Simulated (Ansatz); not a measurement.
Si:
```cif
data_Si8
_chemical_formula_sum 'Si8'
_space_group_name_H-M_alt 'I4/mmm'
_space_group_IT_number 139
_space_group_name_Hall '-I 4 2'
_cell_length_a 6.64451
_cell_length_b 6.64451
_cell_length_c 3.83793
_cell_angle_alpha 90.000
_cell_angle_beta 90.000
_cell_angle_gamma 90.000
loop_
_atom_site_label
_atom_site_type_symbol
_atom_site_symmetry_multiplicity
_atom_site_Wyckoff_symbol
_atom_site_fract_x
_atom_site_fract_y
_atom_site_fract_z
_atom_site_occupancy
Si1 Si 8 h 0.17874 0.17874 0.00000 1
```
(The calculation used a cell of 4 atoms; values per cell refer to that cell.)

Relaxed with PBEsol. PBEsol (plane waves, PAW; program Ansatz) gives a gap of 0.14 eV.

Task: What gap does HSE06 give on the same cell (Ansatz, PAW)?

Result: 0.76 eV, 0.62 eV more. The hybrid was solved on a coarser mesh and at special points; its gap is the smallest among all of these.

```csv
k,v1 PBEsol,c1 PBEsol,v1 HSE06,c1 HSE06
Γ,-0.57,1.37,___,___
M,0.00,0.30,___,___
X,-1.62,1.56,___,___
P,-2.05,0.16,-2.22,0.81
Z,-1.48,2.23,-1.58,3.00
N,-1.44,0.75,___,___
```

Task: Top valence (v1) and lowest conduction level (c1) in eV from each method's valence maximum (which need not be a listed point): supply the withheld HSE06 values.

Result: 
- N, v1 HSE06: -1.58
- N, c1 HSE06: 1.41
- M, v1 HSE06: 0.00
- M, c1 HSE06: 0.95
- X, v1 HSE06: -1.79
- X, c1 HSE06: 2.30
- Γ, v1 HSE06: -0.61
- Γ, c1 HSE06: 2.08

Cost on shared cores: the PBEsol run (SCF on a 8×8×8 mesh, then bands and DOS) around 29 core-seconds (rough), the HSE06 run (SCF on 6×6×6, then a few points) roughly 5 core-minutes; the tasks are unlike.

The first step of the workflow began from a Materials Project structure, measured or hypothetical; the Crystallography Open Database copy checked does not list it. It is not the phase usual at ambient conditions (space group No. 227). The PBEsol relaxation kept the symmetry of its start; its stability against distortions is not shown here.

Potentials: the later of the program's two PAW sets.
